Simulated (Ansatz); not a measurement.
Rh (fcc (Cu type)), relaxed and computed with several functionals in Ansatz (plane waves, PAW). Much of their spread follows the volume that each gives.

```tsv
functional	V (Å³/atom)	K_Hill (GPa)
r²SCAN	13.72	282
PBEsol	13.50	?
r²SCAN+D4	13.59	292
LDA	13.22	317
PBE	14.04	257
PBE+D3(BJ)	13.65	281
```

Q: Fit a straight line to ln K against ln V and predict the withheld value.

A: Least squares on the 5 shown rows: ln K = -3.48 × ln V + (14.747), with a scatter of 1 %. For PBEsol this gives 296. The run itself gave 295, within the scatter.

All cells were relaxed under the symmetry of their starts (and spin orders); stability against distortions was not tested throughout. Rows with no word on spin ran without spin polarisation. Spin–orbit coupling is left out wherever it is not named.

Potentials: the later of the program's two PAW sets.

Ansatz (a program for electronic structure) is a plane-wave DFT program.
